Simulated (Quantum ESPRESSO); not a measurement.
# W5AlAgPd: input and log of a self-consistent run

Simulated, not a measurement. The program is pw.x of Quantum ESPRESSO 7.5 (plane-wave density functional theory). The cell is made up: eight metal atoms on a face-centred cubic lattice, with elements, volume, strain and displacements drawn at random and not relaxed, so it may be unstable or far from any real phase. PseudoDojo standard norm-conserving files set the functional (PBE unless stated); there is no spin polarisation or spin-orbit coupling, the Fermi-Dirac width of 0.25 eV means electrons at about 2900 K, and the masses in the input are unused placeholders. Heavy elements are run without spin-orbit coupling, which real alloys of them have. A spin test at this wide smearing found no moment, but such smearing suppresses magnetism that the real alloy may have.

Input:

```
&control calculation='scf', pseudo_dir='./dojo.nc.sr.pbe.v0_5.standard.upf', outdir='./o', disk_io='minimal', tprnfor=.true., tstress=.true. /
&system ibrav=0, nat=8, ntyp=4, nbnd=71, ecutwfc=82.02448710, nosym=.true., tot_charge=0,
 occupations='smearing', smearing='fd', degauss=0.0183746611
/
&electrons conv_thr=1.470e-08, electron_maxstep=70, mixing_beta=0.5 /
ATOMIC_SPECIES
Ag 1.0 Ag.upf
Al 1.0 Al.upf
Pd 1.0 Pd.upf
W 1.0 W.upf
CELL_PARAMETERS angstrom
-3.8443 -0.0131 0.0127
-1.9289 -3.9371 -1.9765
-1.9543 -3.9553 5.9912
ATOMIC_POSITIONS angstrom
W 0.0581 0.0598 0.0314
Al -1.9469 -3.9989 1.976
W -1.9501 -1.9583 0.0348
Ag -3.7875 -6.0561 2.0618
Pd -3.7813 -4.0609 3.962
W -3.887 -4.013 -0.0538
W -3.8369 -2.0138 2.0489
W -5.7514 -5.9373 4.1211
K_POINTS automatic
7 5 3 1 1 1
```

The log is shortened where brackets say so; the opening notice, blank lines, dates and the lines on written files are dropped, and the path of the files is cut. It prints rydbergs, bohrs and kilobars, and counts compression as positive stress. Its total energy is the free energy E - TS of the whole cell.

```
     Program PWSCF v.7.5
     Parallel version (MPI & OpenMP), running on       4 processor cores
     Number of MPI processes:                 4
     Threads/MPI process:                     1
     [start-up lines left out]
     bravais-lattice index     =            0
     lattice parameter (alat)  =       7.2648  a.u.
     unit-cell volume          =     813.3751 (a.u.)^3
     number of atoms/cell      =            8
     number of atomic types    =            4
     number of electrons       =       110.00
     number of Kohn-Sham states=           71
     kinetic-energy cutoff     =      82.0245  Ry
     charge density cutoff     =     328.0979  Ry
     scf convergence threshold =      1.5E-08
     mixing beta               =       0.5000
     number of iterations used =            8  plain     mixing
     Exchange-correlation= PBE
                           (   1   4   3   4   0   0   0)
     [axes and pseudopotential details left out]
   Cartesian axes
     site n.     atom                  positions (alat units)
         1        W      tau(   1) = (   0.0151131   0.0155553   0.0081678  )
         2        Al     tau(   2) = (  -0.5064324  -1.0402037   0.5140020  )
         3        W      tau(   3) = (  -0.5072648  -0.5093978   0.0090523  )
         4        Ag     tau(   4) = (  -0.9852138  -1.5753276   0.5363205  )
         5        Pd     tau(   5) = (  -0.9836010  -1.0563313   1.0306051  )
         6        W      tau(   6) = (  -1.0110960  -1.0438714  -0.0139946  )
         7        W      tau(   7) = (  -0.9980638  -0.5238346   0.5329649  )
         8        W      tau(   8) = (  -1.4960683  -1.5444250   1.0719906  )
     number of k points=    53  Fermi-Dirac smearing, width (Ry)=  0.0184
                       cart. coord. in units 2pi/alat
        k(    1) = (  -0.0710560  -0.0787756   0.0317596), wk =   0.0380952
        k(    2) = (  -0.0726698   0.0833116  -0.2895359), wk =   0.0380952
     [further k points left out]
     Dense  grid:    81609 G-vectors     FFT dimensions: (  45,  54,  81)
     Estimated max dynamical RAM per process >     313.39 MB
     Estimated total dynamical RAM >       1.17 GB
     Initial potential from superposition of free atoms
     starting charge     109.9944, renormalised to     110.0000
     Starting wfcs are   73 randomized atomic wfcs
     total cpu time spent up to now is        3.6 secs
     per-process dynamical memory:   250.3 Mb
     Self-consistent Calculation
     iteration #  1     ecut=    82.02 Ry     beta= 0.50
     Davidson diagonalization with overlap
     ethr =  1.00E-02,  avg # of iterations =  3.6
     total cpu time spent up to now is       13.2 secs
     total energy              =   -1331.98579535 Ry
     estimated scf accuracy    <      18.07694962 Ry
     iteration #  2     ecut=    82.02 Ry     beta= 0.50
     Davidson diagonalization with overlap
     ethr =  1.00E-02,  avg # of iterations =  4.0
     total cpu time spent up to now is       24.8 secs
     total energy              =   -1331.91685248 Ry
     estimated scf accuracy    <     150.38119789 Ry
     iteration #  3     ecut=    82.02 Ry     beta= 0.50
     Davidson diagonalization with overlap
     ethr =  1.00E-02,  avg # of iterations =  4.9
     total cpu time spent up to now is       36.0 secs
     total energy              =   -1343.63896978 Ry
     estimated scf accuracy    <      10.12981212 Ry
     iteration #  4     ecut=    82.02 Ry     beta= 0.50
     Davidson diagonalization with overlap
     ethr =  9.21E-03,  avg # of iterations =  1.8
     total cpu time spent up to now is       43.7 secs
     total energy              =   -1344.19113845 Ry
     estimated scf accuracy    <       5.58558352 Ry
     iteration #  5     ecut=    82.02 Ry     beta= 0.50
     Davidson diagonalization with overlap
     ethr =  5.08E-03,  avg # of iterations =  1.2
     total cpu time spent up to now is       51.0 secs
     total energy              =   -1344.09384836 Ry
     estimated scf accuracy    <       2.60069156 Ry
     [iterations 6 to 14 left out]
     iteration # 15     ecut=    82.02 Ry     beta= 0.50
     Davidson diagonalization with overlap
     ethr =  1.56E-08,  avg # of iterations =  1.0
     total cpu time spent up to now is      132.6 secs
     total energy              =   -1343.98560746 Ry
     estimated scf accuracy    <       0.00000709 Ry
     iteration # 16     ecut=    82.02 Ry     beta= 0.50
     Davidson diagonalization with overlap
     ethr =  6.44E-09,  avg # of iterations =  1.3
     total cpu time spent up to now is      139.6 secs
     total energy              =   -1343.98560797 Ry
     estimated scf accuracy    <       0.00000226 Ry
     iteration # 17     ecut=    82.02 Ry     beta= 0.50
     Davidson diagonalization with overlap
     ethr =  2.06E-09,  avg # of iterations =  1.0
     total cpu time spent up to now is      146.3 secs
     total energy              =   -1343.98560818 Ry
     estimated scf accuracy    <       0.00000002 Ry
     iteration # 18     ecut=    82.02 Ry     beta= 0.50
     Davidson diagonalization with overlap
     ethr =  2.06E-11,  avg # of iterations =  4.0
     total cpu time spent up to now is      155.9 secs
     total energy              =   -1343.98560818 Ry
     estimated scf accuracy    <       0.00000002 Ry
     iteration # 19     ecut=    82.02 Ry     beta= 0.50
     Davidson diagonalization with overlap
     ethr =  1.47E-11,  avg # of iterations =  2.0
     total cpu time spent up to now is      163.4 secs
     End of self-consistent calculation
     [lines on levels left out]
!    total energy              =   -1343.98560819 Ry
     estimated scf accuracy    <          2.3E-09 Ry
     smearing contrib. (-TS)   =      -0.09771849 Ry
     internal energy E=F+TS    =   -1343.88788970 Ry
     The total energy is F=E-TS. E is the sum of the following terms:
     one-electron contribution =    -364.92416801 Ry
     hartree contribution      =     249.38014644 Ry
     xc contribution           =    -257.08993703 Ry
     ewald contribution        =    -971.25393110 Ry
     convergence has been achieved in  19 iterations
     Forces acting on atoms (cartesian axes, Ry/au):
     atom    1 type  4   force =    -0.01927743   -0.00987163   -0.05041744
     atom    2 type  2   force =     0.00765325   -0.00292541    0.01360240
     atom    3 type  4   force =     0.02471479   -0.01779796    0.01113629
     atom    4 type  1   force =    -0.01697102    0.03433862   -0.02505653
     atom    5 type  3   force =    -0.01596675    0.03975695   -0.00518527
     atom    6 type  4   force =     0.01748094   -0.01061660    0.10754066
     atom    7 type  4   force =    -0.00322459   -0.01073039   -0.03618846
     atom    8 type  4   force =     0.00559082   -0.02215358   -0.01543166
     Total force =     0.149836     Total SCF correction =     0.000175
     Computing stress (Cartesian axis) and pressure
          total   stress  (Ry/bohr**3)                   (kbar)     P=      204.75
   0.00129285  -0.00010833   0.00008131          190.18      -15.94       11.96
  -0.00010833   0.00140214  -0.00011586          -15.94      206.26      -17.04
   0.00008131  -0.00011586   0.00148055           11.96      -17.04      217.80
     init_run     :      3.47s CPU      3.58s WALL (       1 calls)
     electrons    :    157.10s CPU    159.72s WALL (       1 calls)
     forces       :      1.51s CPU      1.52s WALL (       1 calls)
     stress       :      5.17s CPU      5.27s WALL (       1 calls)
     [timing details left out]
     PWSCF        :   2m47.31s CPU   2m50.19s WALL
     JOB DONE.
```

In other units: free energy -18285.856 eV for the cell, pressure 20.47 GPa, largest force component 2.765 eV/Å in size. The run took 172 s of wall time with four MPI processes on a shared machine (AMD EPYC, Zen 5, virtual cores), so the time is rough. A rerun of this cell at a higher cutoff and on a denser mesh moved values by no more than 0.006 eV in energy, 0.07 GPa in stress and 0.006 eV/Å in force, and a second program with other atomic files agreed on that cell to 2 % rms in force and 0.5 GPa in pressure.